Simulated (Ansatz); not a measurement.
W: moving W off its site

W, Fm-3m, a = 4.060 Å (as given, not relaxed at this level: -12.6 GPa). This isn't the element's structure at ambient conditions. Ansatz: PBEsol, PAW, 420 eV, Γ-centred 10×10×10 mesh on 8 atoms, Gaussian smearing 0.15 eV; no spin polarisation.

```
W
1.0
     0.00000    4.06000    4.06000
     4.06000    0.00000    4.06000
     4.06000    4.06000    0.00000
W
8
Direct
  0.00000 0.00000 0.00000
  0.00000 0.00000 0.50000
  0.00000 0.50000 0.00000
  0.00000 0.50000 0.50000
  0.50000 0.00000 0.00000
  0.50000 0.00000 0.50000
  0.50000 0.50000 0.00000
  0.50000 0.50000 0.50000
```

Atom 1 (W) moves by x along the unit vector (0.577, 0.577, 0.577), with its periodic images; all else is held. y is the free energy of the cell over the start, F the force along the path summed over the moved atoms. Symmetry makes y even in x.

| x (Å) | y (meV) | F (eV/Å) |
| --- | --- | --- |
| -0.200 | 170.7 | 1.55 |
| -0.120 | ? | ? |
| -0.040 | 7.5 | 0.37 |
| 0.000 | 0.0 | 0.00 |
| 0.060 | 16.8 | -0.55 |
| 0.080 | 29.6 | -0.73 |
| 0.100 | 45.9 | -0.89 |
| 0.140 | 87.8 | -1.19 |
| 0.160 | 113.1 | -1.33 |
| 0.180 | 140.8 | -1.44 |

Task: Fit y = c2 x² + c4 x⁴ to the energies of the other rows, give the force constant, and predict energy and force of the missing row.

Result: Least squares on the rows shown. y = 4688.9 x² − 10559 x⁴. The force constant is 2 c2 = 9.38 eV/Å², for the cell as given, at -12.6 GPa (for all images moving together, not for a lone atom). The force −dy/dx at the missing row is 1.05 eV/Å (computed 1.05). At x = -0.120 the fit asked for gives 65.3 meV. The run gave 65.4 meV, so the fit is 0.1 meV too low, a small miss on the scale of the series.

Spin–orbit coupling is left out, which can shift energies with elements as heavy as these.